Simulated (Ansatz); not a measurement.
The cell is COD entry 9011962, as deposited and not checked against the literature; nothing was relaxed.

An input for Bi$_{2}$Te$_{3}$: DFT, PBEsol, all-electron LAPW, scalar-relativistic (Ansatz 0.2.0).

Command: `ansatz run input.yaml --threads 2 --pin off --max-ram 8192MiB --backend cpu --events-out ev --progress --plain --runs-dir out` The run took 2.5 min on 2 threads of Arm Neoverse V2 (shared host), peak memory 0.91 GiB.

```yaml
crystal:
  lattice:
    - [2.1930005584, 1.2661294627, 10.16567]
    - [-2.1930005584, 1.2661294627, 10.16567]
    - [0.0, -2.5322589254, 10.16567]
  atoms:
    - { symbol: Bi, position: [0.4, 0.4, 0.4] }
    - { symbol: Bi, position: [0.6, 0.6, 0.6] }
    - { symbol: Te, position: [0.0, 0.0, 0.0] }
    - { symbol: Te, position: [0.2095, 0.2095, 0.2095] }
    - { symbol: Te, position: [0.7905, 0.7905, 0.7905] }
kpoints:
  mp_grid: { grid: [7, 7, 7] }
  band_path:
    path:
      - [0.0, 0.0, 0.0]
      - [0.5, 0.5, 0.5]
      - [0.822991609, 0.177008391, 0.5]
      - [0.5, -0.177008391, 0.177008391]
      - [0.5, 0.0, 0.0]
      - [0.0, 0.0, 0.0]
      - [0.3385041955, -0.3385041955, 0.0]
      - [0.6614958045, 0.0, 0.3385041955]
      - [0.5, 0.0, 0.5]
    npoints: 14
scf:
  occupations: { method: fermi_dirac, width: 0.08 }
hamiltonian:
  xc: pbesol
  pseudopotentials: { kind: all_electron, lapw: { basis_error: 0.001 } }
output:
  forces: true
  stress: true
  eigenvalues: true
  populations: true
  dos: { projected: true, de: 0.2, e_range: [-14, 8] }
```

Set-up and iterations as logged by Ansatz (the results part is left out, to be predicted):

```
Bi: projections on atomic orbitals take those of the free atom 1s2 2s2 2p6 3s2 3p6 3d10 4s2 4p6 4d10 4f14 5s2 5p6 5d10 6s2 6p3, of charge +0.00 (hamiltonian.pseudopotentials.projection_atoms)
Te: projections on atomic orbitals take those of the free atom 1s2 2s2 2p6 3s2 3p6 3d10 4s2 4p6 4d10 5s2 5p4, of charge +0.00 (hamiltonian.pseudopotentials.projection_atoms)
LAPW: plane waves up to 7.299 Å⁻¹, error target 1.0e-3 eV per atom; small_component_spin mean_spin; Te in spheres of 1.509 Å, 24 of its electrons in bands, Dirac shells []; Bi in spheres of 1.565 Å, 37 of its electrons in bands, Dirac shells []
Engine: ansatz 0.2.0
Pseudopotentials: kind: all_electron
Pseudopotential: Bi, LAPW, valence charge 37, Koelling and Harmon's equation, gaussian nucleus
Pseudopotential: Te, LAPW, valence charge 24, Koelling and Harmon's equation, gaussian nucleus
Functional definition: PBEsol
  exchange = pbesol_x
  correlation = pbesol_c
Crystal: 5 atoms, lattice volume = 169.357 Å³
Basis set: ecut = 202.9562765079988 eV, 1109 PW (Γ), FFT grids on a1−a3, a2−a3, a3, exchange–correlation at level 2
Bands: 88, of which v1, the nominal top of the filled ones, is band 73 counted from 1 (72 counted from 0)
Symmetry: 12 space group operations
Space group: R-3m (ITA 166), of the structure as read, at distance tolerance 5.5e-5 Å
k-points: 44 of 343
Non-local potential: Bi, projectors of the file, none
Non-local potential: Te, projectors of the file, none
Initial density: superposition of atomic densities (chi_scale 0.1, normalization cell, long waves kept (reshape's long-wave potential 0.13 eV rms))
Initial wavefunctions: plane waves of lowest kinetic energy (no species holds an atomic orbital)
Functional: x = pbesol(κ = 0.804, μ = 0.12345679012345678), c = pbesol(β = 0.046)
iter 1 solved again at ethr=7.57e-4 eV; its pass at ethr=1.00e-1 eV (dr2=1.11e0 eV) is discarded
SCF iter   1: F=—  HF=-1725522.149137 eV  |F-HF|=—  |Δ(HF+E_count)|=         —  Δρ=1.56e-2  dr2=1.11e0  ethr=7.57e-4  ⟨swp⟩=2.4  Hψ=23911  notcnv=0
SCF iter   2: F=—  HF=-1725521.906396 eV  |F-HF|=—  |Δ(HF+E_count)|=   2.43e-1  Δρ=6.93e-3  dr2=2.68e-1  ethr=7.57e-4  ⟨swp⟩=2.1  Hψ=12017  notcnv=0
SCF iter   3: F=—  HF=-1725521.891815 eV  |F-HF|=—  |Δ(HF+E_count)|=   1.46e-2  Δρ=5.15e-3  dr2=1.23e-1  ethr=1.83e-4  ⟨swp⟩=2.0  Hψ=11351  notcnv=0
SCF iter   4: F=—  HF=-1725521.882578 eV  |F-HF|=—  |Δ(HF+E_count)|=         —  Δρ=1.63e-3  dr2=4.94e-2  ethr=8.40e-5  ⟨swp⟩=2.0  Hψ=10809  notcnv=0
the basis was enlarged: its passes take 85.6 KiB over the memory plan, 2 of 2 planned eigensolver slots
iter 5 solved again at ethr=2.85e-6 eV; its pass at ethr=3.38e-5 eV (dr2=4.16e-3 eV) is discarded
SCF iter   5: F=—  HF=-1725521.877776 eV  |F-HF|=—  |Δ(HF+E_count)|=   4.80e-3  Δρ=7.25e-4  dr2=4.16e-3  ethr=2.85e-6  ⟨swp⟩=2.0  Hψ=19252  notcnv=0
SCF iter   6: F=—  HF=-1725521.876923 eV  |F-HF|=—  |Δ(HF+E_count)|=   8.53e-4  Δρ=4.19e-4  dr2=1.25e-3  ethr=2.85e-6  ⟨swp⟩=2.0  Hψ=11375  notcnv=0
SCF iter   7: F=—  HF=-1725521.876941 eV  |F-HF|=—  |Δ(HF+E_count)|=   1.84e-5  Δρ=1.76e-4  dr2=2.53e-4  ethr=8.58e-7  ⟨swp⟩=2.0  Hψ=11375  notcnv=0
SCF iter   8: F=—  HF=-1725521.876879 eV  |F-HF|=—  |Δ(HF+E_count)|=   6.24e-5  Δρ=9.12e-5  dr2=4.15e-5  ethr=1.73e-7  ⟨swp⟩=2.0  Hψ=11375  notcnv=0
SCF iter   9: F=—  HF=-1725521.876882 eV  |F-HF|=—  |Δ(HF+E_count)|=   3.26e-6  Δρ=4.69e-5  dr2=7.61e-6  ethr=2.84e-8  ⟨swp⟩=3.0  Hψ=11487  notcnv=0
SCF iter  10: F=—  HF=-1725521.876883 eV  |F-HF|=—  |Δ(HF+E_count)|=   1.10e-6  Δρ=2.06e-5  dr2=1.47e-6  ethr=5.21e-9  ⟨swp⟩=2.6  Hψ=11416  notcnv=0
SCF iter  11: F=—  HF=-1725521.876883 eV  |F-HF|=—  |Δ(HF+E_count)|=   6.68e-8  Δρ=8.06e-6  dr2=2.09e-7  ethr=1.00e-9  ⟨swp⟩=3.0  Hψ=11574  notcnv=0
SCF iter  12: F=-1725521.876883 eV  HF=-1725521.876883 eV  |F-HF|=3.96e-9  |Δ(HF+E_count)|=   8.38e-8  Δρ=4.32e-6  dr2=5.07e-8  ethr=1.43e-10  ⟨swp⟩=3.0  Hψ=11571  notcnv=0
```

(1) What pressure will this run report?

(2) How large will the largest force be?

(3) Is there a band gap?

Answers

(1) -0.58 GPa (positive in compression).

(2) 0.113 eV/Å.

(3) 0.24 eV, direct at Γ (so small a gap may close at points that the mesh and path miss).
